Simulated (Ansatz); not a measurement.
CdS (zinc blende)

```cif
data_Cd4S4
_chemical_formula_sum 'S4 Cd4'
_space_group_name_H-M_alt 'F-43m'
_space_group_IT_number 216
_space_group_name_Hall 'F -4 2 3'
_cell_length_a 5.92662
_cell_length_b 5.92662
_cell_length_c 5.92662
_cell_angle_alpha 90.000
_cell_angle_beta 90.000
_cell_angle_gamma 90.000
loop_
_atom_site_label
_atom_site_type_symbol
_atom_site_symmetry_multiplicity
_atom_site_Wyckoff_symbol
_atom_site_fract_x
_atom_site_fract_y
_atom_site_fract_z
_atom_site_occupancy
S1 S 4 c 0.25000 0.25000 0.25000 1
Cd1 Cd 4 a 0.00000 0.00000 0.00000 1
```
(The calculation used a cell of 2 atoms; values per cell refer to that cell.)

E(V) scan at fixed shape, V₀ the volume above. Symmetry pins the atoms to their sites.

Calculation: PBE (plane waves to 420 eV, PAW, scalar-relativistic; Ansatz, a first-principles code). k mesh 10×10×10 (Γ-centred), Fermi-Dirac smearing 0.05 eV. The energy includes the smearing's −TS. CdS was relaxed with its symmetry unable to fall. ΔE is measured from the relaxed starting cell.

Problem. Give the computed ΔE (meV/atom) at V/V₀ = 0.964, 0.988, 1.024, 1.036, 1.048, 1.060.

Solution. 
| V/V₀ | ΔE (meV/atom) |
|---|---|
| 0.964 | 6.0 |
| 0.988 | 0.6 |
| 1.024 | 2.4 |
| 1.036 | 5.3 |
| 1.048 | 9.1 |
| 1.060 | 14.0 |

(Under strain, the slope of the energy per volume gives the stress and its curvature an elastic modulus.)
